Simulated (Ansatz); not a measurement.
## ScPt$_{3}$: do energies and stresses tell the same story?

Level of theory: DFT PBEsol, scalar-relativistic, plane waves, PAW in Ansatz 0.2.0.

Cutoff 420 eV; k points 10×10×10 on the computed 4-atom cell (Γ-centred); Gaussian smearing, width 0.10 eV; no spin polarisation.

Relaxed cell: Pm-3m, a = 3.952 Å, b = 3.952 Å, c = 3.952 Å, α = 90.00°, β = 90.00°, γ = 90.00°, 4 atoms in the primitive cell. Whether it is the stable form of this composition wasn't checked.

Energies at zero smearing and pressures from the stress tensor, at volumes with shape and atoms relaxed:
| V (Å³/atom) | E − E(first) (meV/atom) | P (GPa) |
| --- | --- | --- |
| 13.574 | 0.00 | 40.18 |
| 14.037 | -96.82 | 27.28 |
| 14.500 | -159.51 | 16.50 |
| 14.962 | -193.71 | 7.50 |
| 15.425 | -204.12 | -0.02 |
| 15.888 | -194.63 | -6.29 |
| 16.351 | -168.55 | -11.50 |
| 16.968 | -112.83 | -17.08 |

**Question.** Check P = −dE/dV between neighbouring volumes, and get the bulk modulus from the pressures alone.

**Answer.** With 1 eV/Å³ = 160.2 GPa:
```json
{"middle V (Å³/atom)": "13.806", "−ΔE/ΔV (GPa)": "33.520", "mean P (GPa)": "33.726"}
{"middle V (Å³/atom)": "14.268", "−ΔE/ΔV (GPa)": "21.705", "mean P (GPa)": "21.889"}
{"middle V (Å³/atom)": "14.731", "−ΔE/ΔV (GPa)": "11.842", "mean P (GPa)": "12.001"}
{"middle V (Å³/atom)": "15.194", "−ΔE/ΔV (GPa)": "3.602", "mean P (GPa)": "3.741"}
{"middle V (Å³/atom)": "15.657", "−ΔE/ΔV (GPa)": "-3.285", "mean P (GPa)": "-3.154"}
{"middle V (Å³/atom)": "16.119", "−ΔE/ΔV (GPa)": "-9.029", "mean P (GPa)": "-8.895"}
{"middle V (Å³/atom)": "16.659", "−ΔE/ΔV (GPa)": "-14.469", "mean P (GPa)": "-14.293"}
```

The two differ by 0.21 GPa at most. The mean of two end pressures misses the average over a step by about ΔV² P″/12, up to 0.19 GPa here; with that taken off 0.05 GPa remains. The stress is the derivative of the free energy, not of the energy at zero smearing, and with free energies 0.01 GPa remains. Around V = 15.425 Å³/atom, the two neighbours give B = −V ΔP/ΔV = 15.425 × 13.79 / 0.926 = 229.8 GPa, against B0 = 228.7 GPa from the Birch–Murnaghan fit of the energies.

Spin–orbit coupling is left out, which can shift energies with elements as heavy as these.

Cost: 9 runs of about 2.3 core-minutes in all, on Arm Neoverse V1 (shared hosts).